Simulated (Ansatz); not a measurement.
Level of theory: Ansatz, DFT PBE, scalar-relativistic, plane waves, PAW. Settings: cutoff 420 eV, Γ-centred meshes spaced at most about 0.3 Å⁻¹, and about 0.25 Å⁻¹ or finer for metals (2π included), Gaussian smearing. No spin polarisation in the final relaxations.

Temperature and zero-point effects are left out.

Two forms of ZrTi₃C₄ were relaxed alike.

1.

```xyz
8
Lattice="-2.2243 2.2243 4.4291 2.2243 -2.2243 4.4291 2.2243 2.2243 -4.4291" Properties=species:S:1:pos:R:3 pbc="T T T"
Zr    0.0000    0.0000    4.4291
Ti    0.0000    0.0000    0.0000
Ti    0.0000    2.2243    2.2146
Ti    2.2243    0.0000    2.2146
C     0.0000    0.0000    2.1609
C     2.2243    0.0000    0.0000
C     0.0000    0.0000    6.6973
C     0.0000    2.2243    0.0000
```

2.

```xyz
8
Lattice="4.4441 0.0000 0.0000 0.0000 4.4441 0.0000 0.0000 0.0000 4.4441" Properties=species:S:1:pos:R:3 pbc="T T T"
Zr    0.0000    0.0000    0.0000
Ti    2.2220    0.0000    2.2220
Ti    2.2220    2.2220    0.0000
Ti    0.0000    2.2220    2.2220
C     0.0000    2.2220    0.0000
C     2.2220    2.2220    2.2220
C     0.0000    0.0000    2.2220
C     2.2220    0.0000    0.0000
```

Question: Which arrangement of the elements on these sites is preferred, and by what margin?

Answer: Cell 1 is lower, by 8 meV/atom. The two share one framework of sites and differ in which element sits where. Cell 1 has Zr and Ti ordered on rock salt sites, space group I4/mmm (No. 139), 11.0 Å³/atom and no gap on its mesh; cell 2 has Zr and Ti ordered on rock salt sites, space group Pm-3m (No. 221), 11.0 Å³/atom and no gap. Counting C atoms around Ti and Zr (those within 1.25 times the shortest such distance or 1.15 times the sum of covalent radii), cell 1 and cell 2 both have Zr 6, Ti 6. Both come from invented guesses.

The k mesh leaves some 4 meV/atom of noise in the energy of each metallic cell. With atoms moved at random, I4/mmm came back. Other cells relaxed within their symmetry can be saddle points.
